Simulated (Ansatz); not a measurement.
**All-electron card of MnHg**

```xyz
2
Lattice="3.2880 0.0000 0.0000 0.0000 3.2880 0.0000 0.0000 0.0000 3.3130" Properties=species:S:1:pos:R:3 pbc="T T T"
Mn    1.6440    1.6440    1.6565
Hg    0.0000    0.0000    0.0000
```

Atoms are numbered in the order listed.

The cell is COD entry 1522568, as deposited and not checked against the literature; nothing was relaxed.

The magnetic state is the one reached from the start moments; no search over orders was made, so it needn't be the ground state.

Spin–orbit coupling is left out, though it moves levels of the heavy atoms by tenths of an eV or more.

Methods: DFT, PBE, all-electron LAPW, scalar-relativistic (Ansatz 0.2.0); DFT, PBE, PAW with Ansatz's default frozen-core files, scalar-relativistic (Ansatz 0.2.0); DFT, PBE, all-electron PAW with datasets made for the crystal, scalar-relativistic (Ansatz 0.2.0).

For LAPW: a Γ-centred 11×11×11 k mesh, Fermi–Dirac smearing of 0.05 eV, basis error target 0.5 meV/atom, spin-polarised from start moments Mn1 4 μB. PAW takes a cutoff of 420 eV at this cell. The crystal-made all-electron datasets (AE datasets) take a cutoff of 260 eV at this cell. The Ansatz runs share mesh, smearing and spin set-up. Values come from LAPW unless marked.

```
Band gap        : none: bands cross the Fermi level, a metal
Volume per atom : 17.91 Å³
```

**Question.** Moment of the cell: what does the calculation give?

**Answer.** 3.89 μB.

**Question.** Density of states at the Fermi level (0.2 eV bin): what does the calculation give?

**Answer.** 2.02 states/eV per cell.

**Question.** Give the computed value. Pressure at this cell.

**Answer.** 19.7 kbar.

**Question.** Give the computed value. Löwdin charges (with 0.80 e of the cell spilling out of the atomic basis, so their sizes and signs hang on that basis).

**Answer.** Mn1 0.15, Hg2 0.65 e.

**Question.** Give the computed value. Contact hyperfine fields (crystal-made datasets).

**Answer.** Mn1 -18.7, Hg2 -204.1 T, core polarisation included, positive along the moment of the spin-up electrons.

**Question.** Give the computed value. Bader charges (from the PAW run).

**Answer.** Mn1 +0.69, Hg2 -0.69 e.

**Question.** Give the computed value. Moments in the spheres.

**Answer.** Mn1 3.91, Hg2 -0.05 μB.
